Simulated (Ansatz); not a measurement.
Hf3TiO8 on the sites of the rutile structure (relaxed group Cmmm) was relaxed with 3 functionals in Ansatz, cell and atoms free, the symmetry of the start kept (meshes: PBE 4×4×4, r2SCAN 6×6×4, PBEsol 6×6×4). All values are calculated for a non-magnetic cell, which may be hypothetical.

The r2SCAN result:
```
CELL_PARAMETERS angstrom
3.38019 -3.37367 0.00000
3.38019 3.37367 0.00000
0.00000 0.00000 6.31733
ATOMIC_POSITIONS crystal
Hf 0.50000 0.50000 0.25455
Hf 0.00000 0.00000 0.00000
O 0.19076 0.19076 0.26177
O 0.80924 0.80924 0.26177
O 0.69447 0.30553 0.00000
O 0.30553 0.69447 0.00000
Hf 0.50000 0.50000 0.74545
Ti 0.00000 0.00000 0.50000
O 0.19076 0.19076 0.73823
O 0.80924 0.80924 0.73823
O 0.70478 0.29522 0.50000
O 0.29522 0.70478 0.50000
```

Space group Cmmm (No. 65), orthorhombic; conventional cell a = 6.747 Å, b = 6.760 Å, c = 6.317 Å, 12.01 Å³ an atom. Around Hf lie 6 O at 2.08–2.09 Å; around Hf lie 6 O at 2.06–2.10 Å; around O lie 1 Ti at 1.98 Å and 2 Hf at 2.09–2.10 Å; around O lie 3 Hf at 2.06–2.08 Å; around Ti lie 6 O at 1.98–1.99 Å; around O lie 1 Ti at 1.99 Å and 2 Hf at 2.08 Å.

(1) What lattice does PBEsol give?

(2) How does the cell change with PBE?

(3) Held at the r2SCAN cell, what mean stress does PBE find, and does its sign point to its own minimum?

## Answers

(1) a = 6.739 Å, b = 6.748 Å, c = 6.295 Å; the volume differs by -0.7 % from r2SCAN's. Hf has 6 O at 2.07–2.09 Å; Hf has 6 O at 2.06–2.09 Å; O has 1 Ti at 1.97 Å and 2 Hf at 2.09 Å (further sites aren't listed).

(2) a = 6.810 Å, b = 6.821 Å, c = 6.350 Å; the volume differs by +2.4 % from r2SCAN's. Hf has 6 O at 2.09–2.11 Å; Hf has 6 O at 2.08–2.11 Å; O has 1 Ti at 1.99 Å and 2 Hf at 2.11 Å (further sites aren't listed).

(3) Yes. PBE +5.06 GPa, and its relaxed volume is +2.4 % from r2SCAN's. Compression counts positive, so a positive stress asks for a larger cell.
